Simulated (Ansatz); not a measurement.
KI:
```xyz
2
Lattice="0.0000 3.5912 3.5912 3.5912 0.0000 3.5912 3.5912 3.5912 0.0000" Properties=species:S:1:pos:R:3 pbc="T T T"
K      0.0000     0.0000     0.0000
I      3.5912     3.5912     3.5912
```

Relaxed with PBE. Special points in fractions of this cell's reciprocal vectors: Γ (0.000, 0.000, 0.000); X (0.500, 0.000, 0.500); U (0.625, 0.250, 0.625); K (0.375, 0.375, 0.750); L (0.500, 0.500, 0.500); W (0.500, 0.250, 0.750).

List the band energies nearest the valence-band maximum at these points for DFT-PBE with spin–orbit coupling in the program Ansatz with PAW potentials.

In eV from the valence-band maximum; about four levels below and three above (degenerate sets whole), none deeper than 8.9 eV; points with the same levels are listed once.

```json
[
 {"k": "Γ", "below": "0.00 0.00 0.00 0.00", "above": "3.54 3.54 6.20 6.20 6.20 6.20"},
 {"k": "X", "below": "-0.71 -0.71 -0.37 -0.37", "above": "4.70 4.70 5.34 5.34"},
 {"k": "U", "below": "-0.81 -0.81 -0.49 -0.49", "above": "5.32 5.32 6.17 6.17"},
 {"k": "L", "below": "-0.76 -0.76 -0.32 -0.32", "above": "5.16 5.16 7.22 7.22"},
 {"k": "W", "below": "-0.73 -0.73 -0.63 -0.63", "above": "6.05 6.05 6.17 6.17"}
]
```

Space group Fm-3m (rock salt). Symmetry was held in the PBE relaxation; phonons on a q-mesh show no instability.

Potentials: the later of the program's two PAW sets.
